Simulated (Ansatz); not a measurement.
H4BrN:
```yaml
crystal:
  lattice:
    - [5.69247, 0.00000, 0.00000]
    - [0.00000, 5.69247, 0.00000]
    - [0.00000, 0.00000, 4.05434]
  atoms:
    - { symbol: H, position: [0.00000, 0.85184, 0.85338] }
    - { symbol: H, position: [0.64816, 0.50000, 0.85338] }
    - { symbol: H, position: [0.00000, 0.14816, 0.85338] }
    - { symbol: H, position: [0.35184, 0.50000, 0.85338] }
    - { symbol: H, position: [0.50000, 0.64816, 0.14662] }
    - { symbol: H, position: [0.14816, 0.00000, 0.14662] }
    - { symbol: H, position: [0.50000, 0.35184, 0.14662] }
    - { symbol: H, position: [0.85184, 0.00000, 0.14662] }
    - { symbol: Br, position: [0.00000, 0.50000, 0.53132] }
    - { symbol: Br, position: [0.50000, 0.00000, 0.46868] }
    - { symbol: N, position: [0.00000, 0.00000, 0.00000] }
    - { symbol: N, position: [0.50000, 0.50000, 0.00000] }
```

Relaxed with r²SCAN+D4.

Question: Map the electron localisation function on the plane through (0.648, 0.500, 0.853) spanned by u = [1, 0, 0] and v = [0, 0, 1] in lattice vectors, from r²SCAN+D4 in the plane-wave PAW code Ansatz.

Answer: x is the fraction of u, y of v (the angle between them is 90°; rows are the nearest grid lines); atoms in the plane: H at (0.00, 0.00), H at (0.70, 0.00), Br at (0.35, 0.68), N at (0.85, 0.15).
```
|99820146777766311499999878999|
|99611467888887631289999778999|
|97212688888888752138997656899|
|52115788888888874113565334565|
|10137888743578886200111111111|
|00257887300048887410000000000|
|01468886000027887630000000000|
|01478886100027887631000000000|
|01468887300158887631000000000|
|00367888754688887520000000000|
|00147888888888876300000000000|
|00025788888888875100001222100|
|00003678888887752000023454310|
|10000356777776520000245676531|
|31000023455443100001356777653|
|42000000111110000013566666664|
|65200000000000000135665213666|
|87510000000000000268885102688|
|99830001111111000489997314899|
|99830023455543101599999757999|
|99820146777766311499999878999|
```
Scale: ten equal steps from 0.000 (start of '0') to 0.993 (end of '9'), in the order '0123456789'; x runs from 0.000 to 1.00, y from 0.000 (bottom) to 1.00 (top).

The density is the valence pseudo-density with augmentation charge, so density and ELF within about 1 Å of a nucleus are not all-electron values.

Space group P4/nmm. The first step of the workflow began from a Materials Project structure, measured or hypothetical; the Crystallography Open Database files this formula in space group No. 129, but the cells were not matched. Its standing as an ambient phase is unchecked. Symmetry was held in the r²SCAN+D4 relaxation; phonons on a q-mesh show no instability.

Potentials: the later of the program's two PAW sets.
